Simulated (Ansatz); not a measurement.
A relaxed cell of La$_{2}$O$_{3}$ (P-3m1 (No. 164)), relaxed on a k-mesh at least as fine as the one used below. All values below come from r2SCAN (plane waves to 500 eV, PAW, scalar-relativistic; Ansatz, a quantum-chemistry and plane-wave program). Γ-centred k-mesh 7×7×4 on the run's cell (coarser than for final values), Fermi–Dirac smearing 0.05 eV.

```yaml
crystal:
  lattice:
    - [3.93519, 0.00000, 0.00000]
    - [-1.96759, 3.40797, 0.00000]
    - [0.00000, 0.00000, 6.12567]
  atoms:
    - { symbol: La, position: [0.33333, 0.66667, 0.24612] }
    - { symbol: La, position: [0.66667, 0.33333, 0.75388] }
    - { symbol: O, position: [0.00000, 0.00000, 0.00000] }
    - { symbol: O, position: [0.33333, 0.66667, 0.64612] }
    - { symbol: O, position: [0.66667, 0.33333, 0.35388] }
```

The atoms are displaced by (Å):

```csv
atom,ux,uy,uz
La1,0.154,0.227,-0.212
La2,-0.092,-0.054,0.153
O3,0.132,-0.671,0.202
O4,-0.068,0.183,0.138
O5,0.211,0.525,0.031
```

**Question.** What forces (eV/Å) and pressure result?

**Answer.** 
| atom | Fx | Fy | Fz |
|---|---|---|---|
| La1 | -0.16 | 0.37 | 4.39 |
| La2 | 0.14 | 1.35 | -3.75 |
| O3 | 0.08 | 3.34 | -2.93 |
| O4 | 0.81 | -1.80 | 0.72 |
| O5 | -0.88 | -3.26 | 1.57 |

Pressure +10.1 GPa.

**Question.** Estimate the energy cost of the displacement in the harmonic approximation and compare with the calculation.

**Answer.** For a harmonic well ΔE = −½ Σ F·u = 3.239 eV a cell, or 648 meV/atom. The calculated energy relative to the undisplaced cell is +638 meV/atom, so the harmonic estimate holds well.

No spin polarisation in the result.

The run that gave the undisplaced cell could not lose the symmetry of its start; a randomly shaken copy of 5 atoms returns to this structure.
